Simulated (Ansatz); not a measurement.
**Property card for LiNbO₃**

LiNbO3:
```
LiNbO3
1.0
    2.59221     1.49661     4.56282
   -2.59221     1.49661     4.56282
    0.00000    -2.99322     4.56282
Li Nb O
2 2 6
Direct
  0.75000   0.75000   0.75000
  0.25000   0.25000   0.25000
  0.00000   0.00000   0.00000
  0.50000   0.50000   0.50000
  0.62845   0.87155   0.25000
  0.37155   0.12845   0.75000
  0.25000   0.62845   0.87155
  0.75000   0.37155   0.12845
  0.87155   0.25000   0.62845
  0.12845   0.75000   0.37155
```

Space group R-3c (No. 167); conventional cell a = b = 5.1844 Å, c = 13.6885 Å, α = β = 90.00°, γ = 120.00°.

Method: plane-wave PAW r²SCAN (Ansatz code). Geometry: relaxed at this level of theory. Other levels are named where they apply.

### Cell and energy

```
Property                                                      Result
-----------------------------------------------------  -------------
Volume per atom                                             10.62 Å³
Density                                                   4.62 g/cm³
Formation energy from the elements (no fitted shifts)  -2.74 eV/atom
```

### Electronic structure

```
Quantity                                                                                                                                               Value
------------------------------------------------  ----------------------------------------------------------------------------------------------------------
Band gap                                                                                                                                  2.97 eV (indirect)
Valence-band maximum                              on the Γ–S0 line, 42 % of the way from Γ (k = 0.000, 0.156, -0.156 in fractions of the reciprocal vectors)
Conduction-band minimum                                                                                                          at F (3 equivalent valleys)
Smallest direct gap on the standard path                                                                                                             3.09 eV
Electron effective mass                                                                                                0.34, 0.56, 6.8 mₑ (principal values)
Electron effective mass with spin–orbit coupling                                                                       0.34, 0.56, 6.7 mₑ (principal values)
Hole effective mass                                                                                                      1.4, 2.0, 2.2 mₑ (principal values)
Hole effective mass with spin–orbit coupling                                                                             1.4, 2.0, 2.2 mₑ (principal values)
HSE06 gap on the r²SCAN cell                                                                                                                         3.94 eV
Gap with spin–orbit coupling                                                                                                                         2.97 eV
```

### Mechanics

```
Property                                Value
----------------------------------  ---------
Bulk modulus (Birch–Murnaghan fit)  1580 kbar
Pressure derivative B′                    4.9
```

### Charges

```
Item                                   Value
-------------  -----------------------------
Bader charges  Li +0.91, Nb +2.92, O -1.28 e
```

The first step of the workflow began from a Materials Project structure, measured or hypothetical; the Crystallography Open Database files this formula in space group No. 167, but the cells were not matched. It is not the phase usual at ambient conditions (space group No. 161). The r²SCAN relaxation kept the symmetry of its start; whether a distortion lowers the energy is not shown. No spin polarisation was allowed. The references are the lowest solids computed at this level, not always the standard phases (solids in place of the gases). Scalar-relativistic: spin–orbit coupling is off unless named, which matters more the heavier the elements.

Potentials: the later of the program's two PAW sets.
